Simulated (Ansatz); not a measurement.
Input:

Ba4Si23:
```cif
data_Ba4Si23
_chemical_formula_sum 'Si23 Ba4'
_space_group_name_H-M_alt 'P 1'
_space_group_IT_number 1
_cell_length_a 8.98075
_cell_length_b 8.98075
_cell_length_c 8.98075
_cell_angle_alpha 109.471
_cell_angle_beta 109.471
_cell_angle_gamma 109.471
loop_
_space_group_symop_operation_xyz
  'x, y, z'
loop_
_atom_site_label
_atom_site_type_symbol
_atom_site_fract_x
_atom_site_fract_y
_atom_site_fract_z
_atom_site_occupancy
Si1 Si 0.00000 0.00000 0.00000 1
Si2 Si 0.26528 0.26528 0.26528 1
Si3 Si 0.00000 0.00000 0.73472 1
Si4 Si 0.00000 0.73472 0.00000 1
Si5 Si 0.73472 0.00000 0.00000 1
Si6 Si 0.50000 0.25000 0.75000 1
Si7 Si 0.50000 0.75000 0.25000 1
Si8 Si 0.75000 0.50000 0.25000 1
Si9 Si 0.25000 0.50000 0.75000 1
Si10 Si 0.25000 0.75000 0.50000 1
Si11 Si 0.75000 0.25000 0.50000 1
Si12 Si 0.43854 0.43854 0.16168 1
Si13 Si 0.27686 0.27686 0.83832 1
Si14 Si 0.72314 0.56146 0.00000 1
Si15 Si 0.56146 0.72314 0.00000 1
Si16 Si 0.16168 0.43854 0.43854 1
Si17 Si 0.83832 0.27686 0.27686 1
Si18 Si 0.00000 0.72314 0.56146 1
Si19 Si 0.00000 0.56146 0.72314 1
Si20 Si 0.43854 0.16168 0.43854 1
Si21 Si 0.27686 0.83832 0.27686 1
Si22 Si 0.56146 0.00000 0.72314 1
Si23 Si 0.72314 0.00000 0.56146 1
Ba1 Ba 0.61514 0.61514 0.61514 1
Ba2 Ba 0.00000 0.00000 0.38486 1
Ba3 Ba 0.00000 0.38486 0.00000 1
Ba4 Ba 0.38486 0.00000 0.00000 1
```

This is the PBE-relaxed structure.

Problem. All from PBE (plane waves, PAW; program Ansatz), unless another level is named. Estimate the electronic character.

Solution. metallic (no gap).

Problem. And the formation energy from the elements (no fitted shifts)?

Solution. -5.2 kJ/mol of atoms.

Problem. And the density of states at the Fermi level?

Solution. 0.73 states/eV per atom (mean over ±0.08 eV).

Problem. What about the gap with spin–orbit coupling?

Solution. none (metallic).

Space group I-43m. The start of the workflow was typed in or built on a structure type; neither database checked (COD, Materials Project) lists it. Whether it is the stable phase at ambient conditions was not checked. Symmetry was held in the PBE relaxation; its stability against distortions is not shown here. The references are the lowest solids computed at this level, not always the standard phases. Scalar-relativistic: spin–orbit coupling is off unless named, which matters more the heavier the elements.

Potentials: the later of the program's two PAW sets.
